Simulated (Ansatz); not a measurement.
NiGePd:
```
NiGePd
1.0
    3.60848     0.00000     0.00000
    0.00000     3.60848     0.00000
    0.00000     0.00000     6.21813
Ni Ge Pd
2 2 2
Direct
  0.50000   0.50000   0.00000
  0.00000   0.00000   0.00000
  0.50000   0.00000   0.24412
  0.00000   0.50000   0.75588
  0.50000   0.00000   0.63990
  0.00000   0.50000   0.36010
```

Relaxed with r²SCAN. Special points in fractions of this cell's reciprocal vectors: Γ (0.000, 0.000, 0.000); X (0.000, 0.500, 0.000); M (0.500, 0.500, 0.000); Z (0.000, 0.000, 0.500); R (0.000, 0.500, 0.500); A (0.500, 0.500, 0.500).

Task: List the band energies nearest the Fermi level at these points for plane-wave PAW r²SCAN (Ansatz code).

Result: In eV from the Fermi level; about four levels below and three above (degenerate sets whole), none deeper than 8.9 eV; points with the same levels are listed once.

| k | below | above |
|---|---|---|
| Γ | -1.21 -0.53 -0.47 -0.47 | 3.98 3.98 4.42 |
| X | -1.95 -1.95 -1.29 -1.29 | 0.37 0.37 4.15 4.15 |
| M | -1.51 -1.51 -0.33 -0.33 | 0.56 0.56 0.58 0.58 |
| Z | -1.56 -1.52 -1.21 -0.53 | 1.40 1.40 2.13 2.13 |
| R | -1.79 -1.79 -1.73 -1.73 | 1.98 1.98 4.40 4.40 |
| A | -1.50 -1.50 -1.44 -1.44 | 0.47 0.47 0.64 0.64 |

Space group P4/nmm. The first step of the workflow began from a Materials Project structure, measured or hypothetical; the Crystallography Open Database copy checked does not list it. Whether it is the stable phase at ambient conditions was not checked. The cell was relaxed with r²SCAN under the symmetry of its start; whether a distortion lowers the energy is not shown. The run is not spin-polarised. Scalar-relativistic: spin–orbit coupling is off unless named, which matters more the heavier the elements.

Potentials: the later of the program's two PAW sets.
